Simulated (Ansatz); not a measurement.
# Stress against strain in SrCd

```
CELL_PARAMETERS angstrom
4.00300 0.00000 0.00000
0.00000 4.00300 0.00000
0.00000 0.00000 4.00300
ATOMIC_POSITIONS crystal
Sr 0.50000 0.50000 0.50000
Cd 0.00000 0.00000 0.00000
```

Atoms are numbered in the order listed.

The cell is COD entry 2310286, as deposited and not checked against the literature; nothing was relaxed.

The calculation used Ansatz 0.2.0, DFT, LDA, all-electron LAPW, scalar-relativistic.

Sampling and basis: a Γ-centred 10×10×10 k mesh, Fermi–Dirac smearing of 0.08 eV, basis error target 0.5 meV/atom, no spin polarisation.

The strain is applied along the Cartesian axes of the cell as listed (the other components stay zero). Fractional coordinates are held (clamped ions).

σ is the change of stress from the unstrained cell, which is at -2.06 GPa; tension is positive, so slopes are stress–strain coefficients at that pressure. In a metal the k mesh adds noise.

Only quantities that a quadratic follows smoothly over the whole series are listed; rougher ones are left out.

| εzz | σzz (GPa) | σxx (GPa) |
| --- | --- | --- |
| -0.0200 | -0.87 | -0.29 |
| -0.0100 | -0.43 | -0.14 |
| 0.0000 | 0.00 | 0.00 |
| 0.0200 | 0.80 | 0.25 |

Fit the series and read off the stiffness at zero strain.

Least-squares fits y = p0 + p1 x + p2 x² to the rows give σzz (GPa): p1 = 41.8, p2 = -84; σxx (GPa): p1 = 13.5, p2 = -50. So C11 = 42 GPa and C12 = 13 GPa, which gives B = (C11 + 2 C12)/3 = 23 GPa.

One run, at εzz = 0.0100, is withheld. Predict its row.

The fits give 0.41, 0.13; the run gave 0.41, 0.13.
